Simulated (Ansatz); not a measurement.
Relaxation of a relaxed MoS2 cell, doubled along one cell vector, shaken by Gaussian noise of σ = 0.08 Å a coordinate; 12 atoms in the cell, which starts as P1 (No. 1), aP12; a = 5.838 Å, b = 5.838 Å, c = 6.502 Å, α = 90.00°, β = 90.00°, γ = 90.00°. Computed with r2SCAN (plane waves to 500 eV, PAW, scalar-relativistic; Ansatz, a first-principles code). Γ-centred k-mesh 4×4×4 on the run's cell (coarser than for final values), Fermi–Dirac smearing 0.05 eV. This is the first round of the run. 

The optimiser's lines from the output (shortened; P is positive under compression):

```
relax step   1: F+E_penalty+E_count = -27122.88356883 eV  Δ(F+E_penalty+E_count) = +0.000e0 eV  max|allowed force component| = 1.878e0 eV/Å  Δτ_max = 0.0000 Å  P = +2.409 GPa  Ω = 221.588 Å³  (13 SCF iters, dr2 threshold 1.00e-7 eV, accepted)
relax step   2: F+E_penalty+E_count = -27123.80662823 eV  Δ(F+E_penalty+E_count) = -9.231e-1 eV  max|allowed force component| = 7.318e-1 eV/Å  Δτ_max = 0.1987 Å  P = -0.194 GPa  Ω = 223.040 Å³  (11 SCF iters, dr2 threshold 1.20e-6 eV, accepted)
relax step   3: F+E_penalty+E_count = -27123.96500131 eV  Δ(F+E_penalty+E_count) = -1.584e-1 eV  max|allowed force component| = 7.313e-1 eV/Å  Δτ_max = 0.0677 Å  P = +0.073 GPa  Ω = 221.947 Å³  (11 SCF iters, dr2 threshold 1.20e-6 eV, accepted)
relax step   4: F+E_penalty+E_count = -27124.06475098 eV  Δ(F+E_penalty+E_count) = -9.975e-2 eV  max|allowed force component| = 7.149e-1 eV/Å  Δτ_max = 0.0557 Å  P = +0.325 GPa  Ω = 221.639 Å³  (10 SCF iters, dr2 threshold 1.20e-6 eV, accepted)
relax step   5: F+E_penalty+E_count = -27123.98148738 eV  Δ(F+E_penalty+E_count) = +8.326e-2 eV  max|allowed force component| = 1.861e0 eV/Å  Δτ_max = 0.1933 Å  P = +2.022 GPa  Ω = 222.646 Å³  (12 SCF iters, dr2 threshold 1.20e-6 eV, rejected (line search))
relax step   6: F+E_penalty+E_count = -27124.31120899 eV  Δ(F+E_penalty+E_count) = -2.465e-1 eV  max|allowed force component| = 4.023e-1 eV/Å  Δτ_max = 0.0967 Å  P = +0.340 GPa  Ω = 223.263 Å³  (18 SCF iters, accepted)
relax step   7: F+E_penalty+E_count = -27124.40011159 eV  Δ(F+E_penalty+E_count) = -8.890e-2 eV  max|allowed force component| = 3.697e-1 eV/Å  Δτ_max = 0.1000 Å  P = +0.086 GPa  Ω = 224.890 Å³  (10 SCF iters, dr2 threshold 1.20e-6 eV, accepted)
relax step   8: F+E_penalty+E_count = -27124.44988552 eV  Δ(F+E_penalty+E_count) = -4.977e-2 eV  max|allowed force component| = 1.521e-1 eV/Å  Δτ_max = 0.0882 Å  P = -0.459 GPa  Ω = 224.319 Å³  (10 SCF iters, dr2 threshold 1.20e-6 eV, accepted)
relax step   9: F+E_penalty+E_count = -27124.56869982 eV  Δ(F+E_penalty+E_count) = -1.188e-1 eV  max|allowed force component| = 3.738e-1 eV/Å  Δτ_max = 0.1952 Å  P = -1.374 GPa  Ω = 221.882 Å³  (11 SCF iters, dr2 threshold 1.20e-6 eV, accepted)
relax step  10: F+E_penalty+E_count = -27124.71180864 eV  Δ(F+E_penalty+E_count) = -1.431e-1 eV  max|allowed force component| = 3.804e-1 eV/Å  Δτ_max = 0.1958 Å  P = -2.609 GPa  Ω = 217.868 Å³  (10 SCF iters, dr2 threshold 1.20e-6 eV, accepted)
relax step  11: F+E_penalty+E_count = -27124.85003278 eV  Δ(F+E_penalty+E_count) = -1.382e-1 eV  max|allowed force component| = 6.493e-1 eV/Å  Δτ_max = 0.1916 Å  P = -0.194 GPa  Ω = 207.131 Å³  (11 SCF iters, dr2 threshold 1.20e-6 eV, accepted)
relax step  12: F+E_penalty+E_count = -27124.86823558 eV  Δ(F+E_penalty+E_count) = -1.820e-2 eV  max|allowed force component| = 4.186e-1 eV/Å  Δτ_max = 0.0817 Å  P = +2.569 GPa  Ω = 204.653 Å³  (10 SCF iters, dr2 threshold 1.20e-6 eV, accepted)
relax step  13: F+E_penalty+E_count = -27124.94715125 eV  Δ(F+E_penalty+E_count) = -7.892e-2 eV  max|allowed force component| = 1.171e-1 eV/Å  Δτ_max = 0.0604 Å  P = +0.133 GPa  Ω = 205.667 Å³  (10 SCF iters, dr2 threshold 1.20e-6 eV, accepted)
relax step  14: F+E_penalty+E_count = -27124.95090034 eV  Δ(F+E_penalty+E_count) = -3.749e-3 eV  max|allowed force component| = 3.256e-2 eV/Å  Δτ_max = 0.0198 Å  P = -0.036 GPa  Ω = 205.859 Å³  (7 SCF iters, dr2 threshold 8.56e-7 eV, accepted)
relax step  15: F+E_penalty+E_count = -27124.95164213 eV  Δ(F+E_penalty+E_count) = -7.418e-4 eV  max|allowed force component| = 5.485e-3 eV/Å  Δτ_max = 0.0035 Å  P = -0.015 GPa  Ω = 205.854 Å³  (7 SCF iters, dr2 threshold 1.97e-7 eV, accepted)
relax step  16: F+E_penalty+E_count = -27124.95165714 eV  Δ(F+E_penalty+E_count) = -1.501e-5 eV  max|allowed force component| = 1.458e-3 eV/Å  Δτ_max = 0.0008 Å  P = -0.002 GPa  Ω = 205.826 Å³  (7 SCF iters, dr2 threshold 6.24e-9 eV, accepted)
relax step  17: F+E_penalty+E_count = -27124.94993199 eV  Δ(F+E_penalty+E_count) = +1.725e-3 eV  max|allowed force component| = 1.406e-3 eV/Å  Δτ_max = 0.0000 Å  P = -0.006 GPa  Ω = 205.826 Å³  stress off target by 1.44e-2 GPa  SCF on the basis re-selected at this cell (its energy is not comparable with the rows above)  (9 SCF iters)
```

From the first to the last row the energy changes by -0.17 eV/atom and the volume by -7.1 %. The last row is marked as not comparable with the walk above it, whose basis was carried along; it does compare with step 1, since both stand on a basis selected at the nominal cutoff for their own cell.

Step 5 was rejected by the optimiser.

Later rounds, restarted from the end of this one on a renewed k-mesh, logged 13 more steps and released under 0.01 eV/atom more. The final structure after all rounds: P2₁2₁2 (No. 18), oP12; a = 5.2954 Å, b = 5.9991 Å, c = 6.4688 Å, α = 90.00°, β = 90.00°, γ = 90.00°. Between re-selections the logged energies stand on a plane-wave basis carried along with the cell. No spin polarisation in the result.

The relaxed structure here is a generated cell of MoS2: the first start was made by placing the elements on the sites of a structure type, and the end was not matched to a known phase here, so it may be hypothetical. Known forms of MoS2 include space group No. 160, 194.
